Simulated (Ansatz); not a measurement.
CoMo:
```xyz
2
Lattice="2.6230 0.0000 0.0000 0.0000 2.6230 0.0000 0.0000 0.0000 3.6805" Properties=species:S:1:pos:R:3 pbc="T T T"
Co     0.0000     0.0000     0.0000
Mo     1.3115     1.3115     1.8402
```

Relaxed with r²SCAN.

**Question.** Give the Bader charges and basin volumes of the independent atoms, plane-wave PAW r²SCAN (Ansatz code).

**Answer.** 

```
atom  Bader charge (e)  Bader volume (Å³)
----  ----------------  -----------------
Co1              -0.46               11.9
Mo2              +0.46               13.4
```

Space group P4/mmm (L1₀ or tetragonal B2). The start of the workflow was typed in or built on a structure type; neither database checked (COD, Materials Project) lists it. Its standing as an ambient phase is unchecked. Symmetry was held in the r²SCAN relaxation; its stability against distortions is not shown here. The workflow began spin-polarised and lost its moments. Its formation energy is positive at this level, so the cell may be metastable or incomplete.

Potentials: the later of the program's two PAW sets.
